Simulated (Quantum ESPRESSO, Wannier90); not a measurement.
# InSe (R3m): Wannier90 run

```
CELL_PARAMETERS angstrom
     -2.02335     3.50454     0.00000
     -4.04669     0.00000     0.00000
     -2.02335     1.16818     8.60852
ATOMIC_POSITIONS crystal
  In 0.11035 0.11035 0.66895
  In 0.00183 0.00183 0.99451
  Se 0.61971 0.61971 0.14086
  Se 0.82581 0.82581 0.52258
```

Materials Project entry mp-22691; symmetrised, unrelaxed at this level. COD (Crystallography Open Database) has the formula in 2 space groups, this one among them (matched by group alone). Method: PBEsol plane waves in Quantum ESPRESSO 7.5 (PseudoDojo norm-conserving files, 69 Ry, spinors with spin-orbit coupling), Bloch states on a 4×4×4 mesh through Γ, Wannier90 4.0.1. Density: 10×10×10 mesh, Gaussian smearing 0.01 Ry. The cell is built of weakly bound layers, chains or molecules, whose nearest atoms lie 4.03 Å apart. Database cells relaxed without dispersion often hold them too far apart, which can enlarge gaps and weakens couplings between them; spacing and stacking were not compared with the measured crystal.

The plane-wave run has 92 bands and 58 electrons a cell. On the energy scale of pw.x, whose zero is arbitrary, the valence-band maximum lies at 6.95 eV.

Isolated groups of bands, relative to the valence-band maximum (bands from 59 on overlap up to the last one computed):

| bands | from (eV) | to (eV) | filling | weight on atomic waves |
|---|---|---|---|---|
| 1–8 | -48.05 | -48.00 | filled | Se 3d 100 % |
| 9–20 | -47.17 | -47.10 | filled | Se 3d 100 % |
| 21–28 | -15.11 | -14.91 | filled | In 4d 97 % |
| 29–40 | -14.43 | -13.90 | filled | In 4d 96 % |
| 41–44 | -13.39 | -11.94 | filled | Se 4s 66 %, In 4d 15 %, In 5p 14 % |
| 45–58 | -6.37 | 0.00 | filled | Se 4p 62 %, In 5p 20 %, In 5s 14 % |

Input w.win, without the blocks of cell, atoms and k-points (64 lines):

```
num_bands = 52
num_wann = 32
exclude_bands = 1-40
spinors = true
num_iter = 400
conv_tol = 1.0e-6
conv_window = 4
dis_num_iter = 600
dis_conv_tol = 1.0e-6
dis_froz_max = 8.75
dis_win_max = 13.07
write_hr = true
write_u_matrices = true
begin projections
f=0.11460,0.09947,-0.33402: s;p
f=0.01282,-0.00346,-0.00246: s;p
f=-0.39201,-0.36925,0.13876: s;p
f=-0.16083,-0.18243,-0.47604: s;p
end projections
mp_grid = 4 4 4
```

wannier90.x stops with:
```
dis_windows: Energy window contains fewer states than number of target WFs
```
At some k-point the outer window holds fewer bands than num_wann, so no subspace of that size can be extracted. Mended as below, all else unchanged, the run goes through (Ω_I = 50.4 Å²) and follows the plane-wave bands to 30 meV rms (states up to 1.3 eV relative to the valence-band maximum).
Remove the line dis_win_max = 13.07.
